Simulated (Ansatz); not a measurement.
Relaxing a structure of La$_{2}$O$_{3}$

The start is a generated trial cell of La2O3 in the A-La2O3 structure type. The structure is fully relaxed (lattice and positions, P = 0) with r2SCAN (plane waves to 500 eV, PAW, scalar-relativistic; Ansatz, a first-principles code). First-step values are on the input's coarse k-mesh.

Ansatz input (later rounds restart from its end on a renewed k-mesh):
Ansatz 0.2 input:
```yaml
crystal:
  lattice:
    - [3.938, 0, 0]
    - [-1.969, 3.410408, 0]
    - [0, 0, 6.136]
  atoms:
    - { symbol: La, position: [0.33333333, 0.66666667, 0.2467] }
    - { symbol: La, position: [0.66666667, 0.33333333, 0.7533] }
    - { symbol: O, position: [0, 0, 0] }
    - { symbol: O, position: [0.33333333, 0.66666667, 0.647] }
    - { symbol: O, position: [0.66666667, 0.33333333, 0.353] }
basis: { ecutwfc: 500, ecutrho_ratio: 4, xc_grid: 4, fft_grid_basis: typed }
kpoints: { mp_grid: { grid: [7, 7, 4] } }
hamiltonian:
  xc: r2scan
  dispersion: none
  pseudopotentials: { azcp: { folder: ./paw }, kind: paw }
scf: { occupations: { method: fermi_dirac, width: 0.05 } }
relax: { f_tol: 0.01, max_steps: 100, cell: { stress_tol: 0.02 } }
output: { forces: true, stress: true }
```

| Quantity | Result |
|---|---|
| Largest initial force | 0.08 eV/Å, on La1, La2 (atoms numbered as listed) |
| Energy released | under 1 meV/atom |
| Volume change | -0.3 %, from 16.48 to 16.43 Å³/atom |
| Shortest distances (start → end) | The closest pairs of elements (up to four, under 3.6 Å), start → end: La–O 2.37 → 2.37 Å; O–O 2.90 → 2.89 Å |
| Band gap at the end | 4.23 eV, indirect (valence top at L, conduction bottom at K) (no spin-orbit coupling) |
| Optimiser moves | 5 |

Relaxed structure:

```cif
data_La2O3
_chemical_formula_sum 'La2 O3'
_space_group_name_H-M_alt 'P-3m1'
_space_group_IT_number 164
_space_group_name_Hall '-P 3 2"'
_cell_length_a 3.93519
_cell_length_b 3.93519
_cell_length_c 6.12567
_cell_angle_alpha 90.000
_cell_angle_beta 90.000
_cell_angle_gamma 120.000
loop_
_atom_site_label
_atom_site_type_symbol
_atom_site_symmetry_multiplicity
_atom_site_Wyckoff_symbol
_atom_site_fract_x
_atom_site_fract_y
_atom_site_fract_z
_atom_site_occupancy
La1 La 2 d 0.33333 0.66667 0.24612 1
O1 O 1 a 0.00000 0.00000 0.00000 1
O2 O 2 d 0.66667 0.33333 0.35388 1
```

Final values are on a 10×10×6 k-mesh of the relaxed cell. No spin polarisation in the result.

The run could not lose the symmetry of its start; a randomly shaken copy of 5 atoms returns to this structure.
